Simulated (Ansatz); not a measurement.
Clean, relaxed (111) surface of TiC, space group Fm-3m (No. 225) (top face towards +c; atoms held fixed, by place in the list: 1, 2, 3, 4):

```yaml
crystal:
  lattice:
    - [3.06036, 0.00000, 0.00000]
    - [-1.53018, 2.65035, 0.00000]
    - [0.00000, 0.00000, 25.74570]
  atoms:
    - { symbol: C, position: [0.33333, 0.66667, 0.33015] }
    - { symbol: Ti, position: [0.66667, 0.33333, 0.37868] }
    - { symbol: C, position: [0.00000, 0.00000, 0.42721] }
    - { symbol: Ti, position: [0.33333, 0.66667, 0.47574] }
    - { symbol: C, position: [0.66667, 0.33333, 0.52429] }
    - { symbol: Ti, position: [0.00000, 0.00000, 0.57072] }
    - { symbol: C, position: [0.33333, 0.66667, 0.62426] }
    - { symbol: Ti, position: [0.66667, 0.33333, 0.66423] }
```

Level of theory: DFT r2SCAN, scalar-relativistic, plane waves, PAW (Ansatz). Plane waves to 500 eV, a k mesh through Γ of 12×12×1 on the computed 8-atom cell and Gaussian smearing (0.10 eV); no spin polarisation. A dipole correction removes the field between periodic images along c.

N (atom) is adsorbed on the top face, one adsorbate per 8.1 Å², and relaxed from 3 starting sites (fractions of a and b). E_ads counts from the clean slab and the free adsorbate (spin-polarised where it has unpaired electrons); negative means bound. Heights count from the highest slab atom after relaxation. Δφ is the top face's. Δp counts per cell along +c. Bonded neighbours lie within 1.25 times the sum of covalent radii (1.35 for H) and, on that scale, within 12 % of the closest. With the adsorbate the cell is lengthened along c to keep the vacuum.

```
                            start ends at E_ads (eV) height (Å) shortest contact  Δφ (eV)  Δp (e·Å)
         top (Ti) at (0.67, 0.33) (0.67, 0.33), 1 bonded neighbour (Ti)       -2.44        1.78       N–Ti 1.78 Å    +4.39    -0.197
hollow (Ti-Ti-Ti) at (0.00, 0.00) (0.00, 0.00), 3 bonded neighbours (Ti)       -5.83        0.77       N–Ti 1.93 Å    +2.98    -0.133
   bridge (Ti-Ti) at (0.17, 0.83) (0.00, 0.00), 3 bonded neighbours (Ti)       -5.83        0.77       N–Ti 1.93 Å    +2.97    -0.133
```

Among the sites tried, the lowest end comes from the hollow (Ti-Ti-Ti) at (0.00, 0.00) start; the bridge (Ti-Ti) at (0.17, 0.83) start ended within 0.02 eV of it, though not always at the same place; other sites may lie lower.

Each end is the local minimum or symmetric point that its start leads to. This ideal cut is polar: the work functions of its two faces differ by 2.1 eV. Real polar faces reconstruct or get covered, and then bind electron donors or acceptors far more weakly.

Spin polarisation was left out, and a magnetic state may lie lower.